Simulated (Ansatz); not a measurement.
Given:

CdTe (zinc blende)

```xyz
4
Lattice="0.0000 6.6180 6.6180 3.3090 0.0000 3.3090 3.3090 3.3090 0.0000" Properties=species:S:1:pos:R:3 pbc="T T T"
Te     4.9635     4.9635     4.9635
Te     4.9635     8.2726     8.2726
Cd     0.0000     0.0000     0.0000
Cd     0.0000     3.3090     3.3090
```

A phonon eigenvector at L = (0.5, 0.0, 0.0) is frozen into this cell: atom i moves by Q times the vector below, so Q is the largest atomic displacement, in Å. The cell is held. It is one choice among 2 degenerate patterns. (q is in reciprocal vectors of the primitive cell; the cell shown is doubled to hold the pattern.)

| atom | x | y | z |
|---|---|---|---|
| Te1 | -0.285 | 0.520 | -0.805 |
| Te2 | 0.285 | -0.520 | 0.805 |
| Cd3 | -0.281 | 0.512 | -0.793 |
| Cd4 | 0.281 | -0.512 | 0.793 |

These are PBE (plane waves to 420 eV, PAW, scalar-relativistic; Ansatz, an electronic-structure program) values and carry that method's errors. k mesh 9×9×9 (Γ-centred), Fermi-Dirac smearing 0.05 eV. The energy includes the smearing's −TS. CdTe was relaxed with its symmetry unable to fall. Spin-orbit coupling is left out, though Te is heavy. ΔE is measured from the undisplaced structure.

The scan covers Q from -0.100 to 0.100 Å in 13 points.

Q: Is this a single well or a double well?

A: A single well with its minimum at or next to zero displacement.

Q: Which space group does the distorted structure have?

A: P1 (No. 1), lowered from F-43m.

Q: What is the energy change at Q = 0.100 Å?

A: 155.4 meV/cell.

Q: What harmonic wavenumber does the curvature at Q = 0 give?

A: 132 cm⁻¹.

(For displaced atoms, the force is minus the slope of the energy, and its curvature is a force constant, which sets phonon frequencies.)
